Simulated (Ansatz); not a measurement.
Relax this structure to zero stress and force, keeping its symmetry:

```cif
data_structure
_symmetry_space_group_name_H-M 'P 1'
_symmetry_Int_Tables_number 1
_cell_length_a 4.8756
_cell_length_b 4.8756
_cell_length_c 7.2580
_cell_angle_alpha 90.000
_cell_angle_beta 90.000
_cell_angle_gamma 145.520
_cell_volume 97.67
loop_
_atom_site_label
_atom_site_type_symbol
_atom_site_fract_x
_atom_site_fract_y
_atom_site_fract_z
_atom_site_occupancy
Re1 Re 0.57380 0.42620 0.25000 1
Re2 Re 0.42620 0.57380 0.75000 1
Re3 Re 0.86550 0.13450 0.06200 1
Re4 Re 0.13450 0.86550 0.56200 1
Re5 Re 0.13450 0.86550 0.93800 1
Re6 Re 0.86550 0.13450 0.43800 1
B1 B 0.25600 0.74400 0.25000 1
B2 B 0.74400 0.25600 0.75000 1
```

Computed with DFT PBEsol, scalar-relativistic, plane waves, PAW in Ansatz.

Settings: cutoff 420 eV, Γ-centred mesh 12×12×6 on the computed 8-atom cell, Gaussian smearing of 0.10 eV; no spin polarisation.

**Question.** What does it relax to?

**Answer.** The volume doesn't move by more than 0.01 Å³/atom to 12.21 Å³/atom, and the energy falls by 3.4 meV/atom. Final structure:
```cif
data_structure
_symmetry_space_group_name_H-M 'P 1'
_symmetry_Int_Tables_number 1
_cell_length_a 4.8806
_cell_length_b 4.8806
_cell_length_c 7.2717
_cell_angle_alpha 90.000
_cell_angle_beta 90.000
_cell_angle_gamma 145.666
_cell_volume 97.70
loop_
_atom_site_label
_atom_site_type_symbol
_atom_site_fract_x
_atom_site_fract_y
_atom_site_fract_z
_atom_site_occupancy
Re1 Re 0.57553 0.42447 0.25000 1
Re2 Re 0.42447 0.57553 0.75000 1
Re3 Re 0.86694 0.13306 0.06498 1
Re4 Re 0.13306 0.86694 0.56498 1
Re5 Re 0.13306 0.86694 0.93502 1
Re6 Re 0.86694 0.13306 0.43502 1
B1 B 0.25453 0.74547 0.25000 1
B2 B 0.74547 0.25453 0.75000 1
```

Spin–orbit coupling is left out, which can shift energies with elements as heavy as these.

Cost: 1 run of about 5.6 core-minutes, on Arm Neoverse V2 (shared hosts).